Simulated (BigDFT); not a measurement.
Input and output of a self-consistent single point for the molecule C6H9FO (BigDFT).

All values come from this method and carry its errors: PBE, Daubechies wavelet basis, HGH (Krack) norm-conserving potentials made for PBE, isolated boundary conditions run with BigDFT 1.9.6.

SMILES: CC/C=C1\OC[C@H]1F
```xyz
17

C      2.2210     0.7853     0.0322
C      1.7866    -0.4323    -0.7712
C      0.3412    -0.8319    -0.6772
C     -0.6445    -0.2535     0.0273
O     -0.6867     0.7623     0.8106
C     -2.1226     0.6568     0.9599
C     -2.1277    -0.6331     0.1515
F     -2.9024    -0.6451    -0.9591
H      1.6797     1.6839    -0.2812
H      3.2894     0.9715    -0.1196
H      2.0594     0.6341     1.1045
H      2.0192    -0.2527    -1.8278
H      2.3948    -1.2898    -0.4589
H      0.0692    -1.7032    -1.2693
H     -2.6416     1.5048     0.5001
H     -2.4212     0.5629     2.0089
H     -2.3138    -1.5198     0.7694
```

Reference input (self-consistent single point, DFT, PBE, Daubechies wavelet basis, HGH (Krack) norm-conserving potentials made for PBE, isolated boundary conditions): basis = Daubechies wavelets; dft.hgrids = 0.324 bohr; dft.rmult = 5 8; dft.ixc = 11; potentials = built-in HGH-K PBE; boundary_conditions = free; dft.gnrm_cv = 1e-05; dft.itermax = 80; dft.idsx = 6; dft.nrepmax = 3. This run's input differs from it in these lines:

```diff
@@ -2,3 +2,3 @@
 dft:
-  hgrids: 0.324
+  hgrids: 0.485
   rmult: [5, 8]
```

Output, abridged:

```
  #------------------------------------------------------------------- Self-Consistent Cycle
 Ground State Optimization:
 - Hamiltonian Optimization: &itrp001
   - Subspace Optimization: &itrep001-01
       Wavefunctions Iterations:
 iter:  1, EKS: -7.88823856727254764E+01, gnrm:  2.63E-01, D: -8.24E-01,
 iter:  2, EKS: -7.94686194111936572E+01, gnrm:  8.88E-02, D: -5.86E-01,
 iter:  3, EKS: -7.95561297669853644E+01, gnrm:  4.06E-02, D: -8.75E-02,
 iter:  4, EKS: -7.95798387419942088E+01, gnrm:  1.74E-02, D: -2.37E-02,
 iter:  5, EKS: -7.95839721069521886E+01, gnrm:  9.42E-03, D: -4.13E-03,
   [... lines left out ...]
 iter:  12, EKS: -7.95862293693257357E+01, gnrm:  1.37E-04, D: -1.97E-06,
 iter:  13, EKS: -7.95862298601767293E+01, gnrm:  8.64E-05, D: -4.91E-07,
 iter:  14, EKS: -7.95862300620331240E+01, gnrm:  5.21E-05, D: -2.02E-07,
 iter:  15, EKS: -7.95862301296457701E+01, gnrm:  3.20E-05, D: -6.76E-08,
 iter:  16, EKS: -7.95862301555258398E+01, gnrm:  2.03E-05, D: -2.59E-08,
 iter:  17, EKS: -7.95862301659034870E+01, gnrm:  1.30E-05, D: -1.04E-08,
 iter:  18, EKS: -7.95862301703272834E+01, gnrm:  8.05E-06, D: -4.42E-09,
       -  &FINAL001  { #---------------------------------------------------------- iter: 19
 iter:  19, EKS: -7.95862301719943730E+01, gnrm:  8.05E-06, D: -1.67E-09,  #FINAL
        #Eigenvalues and New Occupation Numbers
       Orbitals: [
   [... 20 lines left out ...]
 Last Iteration                        : *FINAL001
  #---------------------------------------------------------------------- Forces Calculation
 Total electronic charge               :  45.999969811109
 Electric Dipole Moment (AU):
   P vector                            :  [ -2.181386E-01, -3.628239E-02,  5.006025E-01 ]
   norm(P)                             :  5.47269323E-01
 Electric Dipole Moment (Debye):
   P vector                            :  [ -5.54453E-01, -9.222064E-02,  1.272404E+00 ]
   norm(P)                             :  1.39101974E+00
  #-------------------------------- Warnings obtained during the run, check their relevance!
 WARNINGS:
   [... lines left out ...]
 BigDFT infocode                       :  0
   [... lines left out ...]
 -  {H: [ 2.321706007412E-02, -2.793024911918E-02,  4.986393323910E-02]} # 0014
 -  {H: [ 7.486578946041E-03, -3.040942844035E-02,  2.123657480580E-02]} # 0015
 -  {H: [ 3.371628039512E-02, -8.645957984194E-03,  4.422023438419E-02]} # 0016
 -  {H: [ 4.022117971250E-02, -3.422725386170E-02,  6.273771557444E-02]} # 0017
 Energy (Hartree)                      : -7.95862301719943730E+01
 Force Norm (Hartree/Bohr)             :  5.69057961826336611E-01
```

The run converged in 19 iterations. Against the reference run the free energy goes up by 172 meV/atom and the largest force goes from 5.907 to 26.36 eV/Å.

The grid can part forces that symmetry would make equal. Forces above 1 eV/Å remain at this geometry. This run is one point of a test of settings, so its values need not be converged; read them against the reference run alone. The geometry comes from a cheaper method or was typed, in some cases with atoms then moved at random; it is not relaxed at this level, and the species need not be a known compound.

Cost on one core: about 90 core-seconds (a rough figure).
